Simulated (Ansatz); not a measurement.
A relaxation computed with Ansatz, from input to last step.

```yaml
crystal:
  lattice:
    - [3.4943648712, 0.0, 0.0]
    - [-1.7471824356, 3.0262087485, 0.0]
    - [0.0, 0.0, 25.933632]
  atoms:
    - { symbol: Ta, position: [0.0, 0.0, 0.0] }
    - { symbol: Ta, position: [0.0, 0.0, 0.667102] }
    - { symbol: Ta, position: [0.0, 0.0, 0.332898] }
    - { symbol: In, position: [0.0, 0.0, 0.167634] }
    - { symbol: In, position: [0.0, 0.0, 0.832366] }
    - { symbol: Se, position: [0.66666667, 0.33333333, 0.064373] }
    - { symbol: Se, position: [0.66666667, 0.33333333, 0.73191] }
    - { symbol: Se, position: [0.66666667, 0.33333333, 0.396788] }
    - { symbol: Se, position: [0.66666667, 0.33333333, 0.935627] }
    - { symbol: Se, position: [0.66666667, 0.33333333, 0.603212] }
    - { symbol: Se, position: [0.66666667, 0.33333333, 0.26809] }
basis:
  ecutwfc: 420
kpoints:
  mp_grid: { grid: [6, 6, 1] }
hamiltonian:
  xc: pbesol
scf:
  occupations: { method: gaussian, width: 0.1 }
  lower_state_search: "off"
output:
  forces: true
  stress: true
  eigenvalues: true
relax:
  adjacent_minimum: "off"
  f_tol: 0.04
  max_steps: 70
  cell: { stress_tol: 0.4 }
```

```bash
ansatz run input.yaml --threads 1 --pin off --max-ram 2560MiB --backend cpu --events-out ev --progress --plain --runs-dir out
```

Level of theory: Ansatz 0.2.0, DFT PBEsol, scalar-relativistic, plane waves, PAW.

Of 5 frames 5 are shown, positions in Å and forces in eV/Å; the SCF threshold varies from step to step. Steps run on the plane waves of an earlier cell, with a Pulay correction in the pressure. The basis is chosen afresh for the last frame, the zero of the energies, and at times for earlier ones too; energy and pressure can step there, also at an unchanged geometry. Where two frames share a geometry here, they differ by under 2 meV/atom and 0.3 GPa. The mark taken_back stands on steps that the optimiser undid.

```xyz
11
Lattice="3.4944 0.0000 0.0000 -1.7472 3.0262 0.0000 0.0000 0.0000 25.9336" Properties=species:S:1:pos:R:3:forces:R:3 pbc="T T T" step=1 free_energy_over_end_meV_per_atom=15.37 pressure_GPa=-3.77
Ta    0.0000    0.0000    0.0000    0.0000    0.0000    0.0000
Ta    0.0000    0.0000   17.3004    0.0000    0.0000   -0.0135
Ta    0.0000    0.0000    8.6333    0.0000    0.0000    0.0135
In    0.0000    0.0000    4.3474    0.0000    0.0000    0.0500
In    0.0000    0.0000   21.5863    0.0000    0.0000   -0.0500
Se    1.7472    1.0087    1.6694    0.0000    0.0000   -0.2426
Se    1.7472    1.0087   18.9811    0.0000    0.0000   -0.2855
Se    1.7472    1.0087   10.2902    0.0000    0.0000   -0.5180
Se    1.7472    1.0087   24.2642    0.0000    0.0000    0.2426
Se    1.7472    1.0087   15.6435    0.0000    0.0000    0.5180
Se    1.7472    1.0087    6.9525    0.0000    0.0000    0.2855
11
Lattice="3.3727 0.0000 0.0000 -1.6864 2.9209 0.0000 0.0000 0.0000 25.5950" Properties=species:S:1:pos:R:3:forces:R:3 pbc="T T T" step=2 free_energy_over_end_meV_per_atom=17.55 pressure_GPa=4.78 taken_back
Ta    0.0000    0.0000    0.0000    0.0000    0.0000    0.0000
Ta    0.0000    0.0000   17.1637    0.0000    0.0000    0.1061
Ta    0.0000    0.0000    8.4313    0.0000    0.0000   -0.1061
In    0.0000    0.0000    4.2726    0.0000    0.0000   -0.0149
In    0.0000    0.0000   21.3224    0.0000    0.0000    0.0149
Se    1.6864    0.9736    1.6539    0.0000    0.0000    0.5211
Se    1.6864    0.9736   18.8041    0.0000    0.0000    0.7119
Se    1.6864    0.9736   10.0505    0.0000    0.0000    0.8244
Se    1.6864    0.9736   23.9410    0.0000    0.0000   -0.5211
Se    1.6864    0.9736   15.5445    0.0000    0.0000   -0.8244
Se    1.6864    0.9736    6.7908    0.0000    0.0000   -0.7119
11
Lattice="3.4434 0.0000 0.0000 -1.7217 2.9821 0.0000 0.0000 0.0000 25.5664" Properties=species:S:1:pos:R:3:forces:R:3 pbc="T T T" step=3 free_energy_over_end_meV_per_atom=0.35 pressure_GPa=-0.36
Ta    0.0000    0.0000    0.0000    0.0000    0.0000    0.0000
Ta    0.0000    0.0000   17.1151    0.0000    0.0000   -0.0252
Ta    0.0000    0.0000    8.4513    0.0000    0.0000    0.0252
In    0.0000    0.0000    4.2718    0.0000    0.0000    0.0110
In    0.0000    0.0000   21.2946    0.0000    0.0000   -0.0110
Se    1.7217    0.9940    1.6613    0.0000    0.0000    0.0542
Se    1.7217    0.9940   18.7788    0.0000    0.0000    0.0549
Se    1.7217    0.9940   10.0943    0.0000    0.0000   -0.0400
Se    1.7217    0.9940   23.9051    0.0000    0.0000   -0.0542
Se    1.7217    0.9940   15.4720    0.0000    0.0000    0.0400
Se    1.7217    0.9940    6.7876    0.0000    0.0000   -0.0549
11
Lattice="3.4389 0.0000 0.0000 -1.7195 2.9782 0.0000 0.0000 0.0000 25.4138" Properties=species:S:1:pos:R:3:forces:R:3 pbc="T T T" step=4 free_energy_over_end_meV_per_atom=-0.21 pressure_GPa=0.14
Ta    0.0000    0.0000    0.0000    0.0000    0.0000    0.0000
Ta    0.0000    0.0000   17.0397    0.0000    0.0000   -0.0345
Ta    0.0000    0.0000    8.3741    0.0000    0.0000    0.0345
In    0.0000    0.0000    4.2364    0.0000    0.0000   -0.0075
In    0.0000    0.0000   21.1774    0.0000    0.0000    0.0075
Se    1.7195    0.9927    1.6630    0.0000    0.0000    0.0190
Se    1.7195    0.9927   18.7036    0.0000    0.0000    0.0308
Se    1.7195    0.9927   10.0153    0.0000    0.0000    0.0024
Se    1.7195    0.9927   23.7508    0.0000    0.0000   -0.0190
Se    1.7195    0.9927   15.3985    0.0000    0.0000   -0.0024
Se    1.7195    0.9927    6.7102    0.0000    0.0000   -0.0308
11
Lattice="3.4389 0.0000 0.0000 -1.7195 2.9782 0.0000 0.0000 0.0000 25.4138" Properties=species:S:1:pos:R:3:forces:R:3 pbc="T T T" step=5 free_energy_over_end_meV_per_atom=0.00 pressure_GPa=0.13
Ta    0.0000    0.0000    0.0000    0.0000    0.0000    0.0000
Ta    0.0000    0.0000   17.0397    0.0000    0.0000   -0.0345
Ta    0.0000    0.0000    8.3741    0.0000    0.0000    0.0345
In    0.0000    0.0000    4.2364    0.0000    0.0000   -0.0075
In    0.0000    0.0000   21.1774    0.0000    0.0000    0.0075
Se    1.7195    0.9927    1.6630    0.0000    0.0000    0.0192
Se    1.7195    0.9927   18.7036    0.0000    0.0000    0.0310
Se    1.7195    0.9927   10.0153    0.0000    0.0000    0.0025
Se    1.7195    0.9927   23.7508    0.0000    0.0000   -0.0192
Se    1.7195    0.9927   15.3985    0.0000    0.0000   -0.0025
Se    1.7195    0.9927    6.7102    0.0000    0.0000   -0.0310
```

Time: 2 min on 1 thread of Arm Neoverse V1, with other jobs on the host, peak memory 0.59 GiB.

The k mesh is coarse. Spin–orbit coupling is left out, which can shift energies with elements as heavy as these. The cell holds layers, and where no dispersion correction was added their binding is poorly described.